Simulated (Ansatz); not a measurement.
AlGaSb2:
```cif
data_Al3Ga3Sb6
_chemical_formula_sum 'Al3 Ga3 Sb6'
_space_group_name_H-M_alt 'R3m :H'
_space_group_IT_number 160
_space_group_name_Hall 'R 3 -2"'
_cell_length_a 4.33881
_cell_length_b 4.33881
_cell_length_c 21.24795
_cell_angle_alpha 90.000
_cell_angle_beta 90.000
_cell_angle_gamma 120.000
loop_
_atom_site_label
_atom_site_type_symbol
_atom_site_symmetry_multiplicity
_atom_site_Wyckoff_symbol
_atom_site_fract_x
_atom_site_fract_y
_atom_site_fract_z
_atom_site_occupancy
Al1 Al 3 a 0.00000 0.00000 0.00015 1
Ga1 Ga 3 a 0.00000 0.00000 0.49994 1
Sb1 Sb 3 a 0.00000 0.00000 0.87460 1
Sb2 Sb 3 a 0.00000 0.00000 0.37529 1
```
(The calculation used a cell of 4 atoms; values per cell refer to that cell.)

Relaxed with PBEsol.

Q: Give the optical modes at the zone centre with their infrared activity from DFPT, PBEsol in the plane-wave PAW code Ansatz.

A: Transverse frequencies, without the LO–TO term; a row sums one degenerate level.

```tsv
ω (cm⁻¹)	degeneracy	IR ((D/Å)²/amu)	activity	symmetry
44	2	0.01	IR-inactive	E
149	1	0.00	IR-inactive	A1
207	1	1.61	IR	A1
213	2	3.07	IR	E
312	2	6.42	IR	E
316	1	3.64	IR	A1
```

The first step of the workflow began from a Materials Project structure, measured or hypothetical; the Crystallography Open Database copy checked does not list it. With Al and Ga taken as one species the cell has the higher symmetry F-43m, so it may be an ordered model of a mixed-site phase. Whether it is the stable phase at ambient conditions was not checked. The cell was relaxed with PBEsol under the symmetry of its start; of distortions, only those at the zone centre were tested. Scalar-relativistic: spin–orbit coupling is off unless named, which matters more the heavier the elements.

Potentials: the later of the program's two PAW sets.
